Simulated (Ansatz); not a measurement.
ZnInGaO4:
```yaml
crystal:
  lattice:
    - [1.65755, 0.95699, 8.58412]
    - [-1.65755, 0.95699, 8.58412]
    - [0.00000, -1.91397, 8.58412]
  atoms:
    - { symbol: Zn, position: [0.21869, 0.21869, 0.21869] }
    - { symbol: In, position: [0.00295, 0.00295, 0.00295] }
    - { symbol: Ga, position: [0.78713, 0.78713, 0.78713] }
    - { symbol: O, position: [0.29511, 0.29511, 0.29511] }
    - { symbol: O, position: [0.71124, 0.71124, 0.71124] }
    - { symbol: O, position: [0.12117, 0.12117, 0.12117] }
    - { symbol: O, position: [0.86372, 0.86372, 0.86372] }
```

Relaxed with PBEsol. The program Ansatz at the PBEsol level (PAW) gives a gap of 1.17 eV.

**Question.** What gap does HSE06 give on the same cell (Ansatz, PAW)?

**Answer.** 2.98 eV, 1.81 eV more. The hybrid was solved on a coarser mesh and at special points; the gap given is the minimum over both.

Cost on shared cores: the PBEsol run (SCF on a 10×10×10 mesh, then bands and DOS) roughly 4 core-minutes, the HSE06 run (SCF on 6×6×6, then a few points) very roughly 3 core-minutes; the tasks are unlike.

Space group R3m. Symmetry was held in the PBEsol relaxation. Scalar-relativistic: spin–orbit coupling is off unless named, which matters more the heavier the elements.

Potentials: the earlier of the program's two PAW sets. The files were generated under PBE; for other functionals the program regenerates the frozen cores, and for LDA and PBEsol the local potential too.
